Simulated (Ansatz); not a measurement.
BAs (zinc blende, F-43m), a = b = c = 4.7323 Å, α = β = γ = 90.00°; the cell used has 2 atoms.

Relaxed with LDA.

Question: Which orbitals make up the states near the band edges in the program Ansatz at the LDA level (PAW)?

Answer: Top 1 eV of the valence band: B 2p 53 %, As 4p 44 %. Bottom 1 eV of the conduction band: B 2p 35 %, As 4p 21 %, B 2s 20 %, As 4s 13 %, outside the projected shells 12 %. Projections are on Löwdin-orthogonalised atomic valence shells; empty p or d shells of many metals are not among them.

Question: Tabulate the density of states.

Answer: States/eV per cell of 2 atoms, in 0.25 eV bins, energy from the valence-band maximum.

| E (eV) | total | As 4p | B 2p | B 2s |
|---|---|---|---|---|
| -7.85 | 0.98 | 0.49 | 0.13 | 0.29 |
| -7.60 | 0.62 | 0.30 | 0.10 | 0.16 |
| -7.35 | 0.50 | 0.24 | 0.09 | 0.12 |
| -7.10 | 0.40 | 0.19 | 0.08 | 0.09 |
| -6.85 | 0.35 | 0.16 | 0.07 | 0.07 |
| -6.60 | 0.30 | 0.14 | 0.06 | 0.06 |
| -6.35 | 0.26 | 0.12 | 0.06 | 0.05 |
| -6.10 | 0.46 | 0.23 | 0.15 | 0.05 |
| -5.85 | 0.81 | 0.42 | 0.30 | 0.06 |
| -5.60 | 0.82 | 0.42 | 0.30 | 0.06 |
| -5.35 | 0.73 | 0.37 | 0.27 | 0.06 |
| -5.10 | 0.78 | 0.38 | 0.30 | 0.06 |
| -4.85 | 0.81 | 0.40 | 0.32 | 0.06 |
| -4.60 | 0.85 | 0.41 | 0.35 | 0.06 |
| -4.35 | 1.00 | 0.49 | 0.42 | 0.05 |
| -4.10 | 1.16 | 0.57 | 0.51 | 0.05 |
| -3.85 | 1.11 | 0.55 | 0.50 | 0.05 |
| -3.60 | 1.08 | 0.53 | 0.49 | 0.04 |
| -3.35 | 1.03 | 0.50 | 0.47 | 0.04 |
| -3.10 | 1.02 | 0.50 | 0.47 | 0.03 |
| -2.85 | 0.98 | 0.47 | 0.46 | 0.03 |
| -2.60 | 0.95 | 0.46 | 0.45 | 0.02 |
| -2.35 | 0.92 | 0.44 | 0.45 | 0.02 |
| -2.10 | 0.90 | 0.43 | 0.44 | 0.02 |
| -1.85 | 0.74 | 0.35 | 0.37 | 0.01 |
| -1.60 | 0.52 | 0.24 | 0.26 | 0.01 |
| -1.35 | 0.41 | 0.19 | 0.21 | 0.01 |
| -1.10 | 0.32 | 0.14 | 0.16 | 0.01 |
| -0.85 | 0.25 | 0.11 | 0.13 | 0.00 |
| -0.60 | 0.19 | 0.08 | 0.10 | 0.00 |
| -0.35 | 0.11 | 0.05 | 0.06 | 0.00 |
| -0.10 | 0.03 | 0.01 | 0.02 | 0.00 |
| 0.15 | 0.00 | 0.00 | 0.00 | 0.00 |
| 0.40 | 0.00 | 0.00 | 0.00 | 0.00 |
| 0.65 | 0.00 | 0.00 | 0.00 | 0.00 |
| 0.90 | 0.00 | 0.00 | 0.00 | 0.00 |
| 1.15 | 0.02 | 0.00 | 0.01 | 0.00 |
| 1.40 | 0.16 | 0.03 | 0.05 | 0.03 |
| 1.65 | 0.28 | 0.06 | 0.10 | 0.06 |
| 1.90 | 0.39 | 0.08 | 0.13 | 0.08 |
| 2.15 | 0.47 | 0.10 | 0.16 | 0.08 |
| 2.40 | 0.55 | 0.13 | 0.20 | 0.09 |
| 2.65 | 0.64 | 0.15 | 0.24 | 0.09 |
| 2.90 | 0.79 | 0.18 | 0.30 | 0.11 |
| 3.15 | 1.20 | 0.25 | 0.43 | 0.20 |
| 3.40 | 1.72 | 0.34 | 0.65 | 0.29 |
| 3.65 | 1.31 | 0.26 | 0.53 | 0.16 |
| 3.90 | 1.13 | 0.24 | 0.49 | 0.10 |
| 4.15 | 0.57 | 0.15 | 0.21 | 0.05 |
| 4.40 | 0.59 | 0.19 | 0.20 | 0.06 |
| 4.65 | 1.16 | 0.43 | 0.38 | 0.10 |
| 4.90 | 1.44 | 0.52 | 0.44 | 0.16 |
| 5.15 | 1.57 | 0.51 | 0.46 | 0.20 |
| 5.40 | 1.31 | 0.42 | 0.41 | 0.15 |
| 5.65 | 0.99 | 0.32 | 0.34 | 0.08 |
| 5.90 | 0.97 | 0.29 | 0.34 | 0.07 |

Symmetry was held in the LDA relaxation; phonons on a q-mesh show no instability. Scalar-relativistic: spin–orbit coupling is off unless named, which matters more the heavier the elements.

Potentials: the later of the program's two PAW sets.
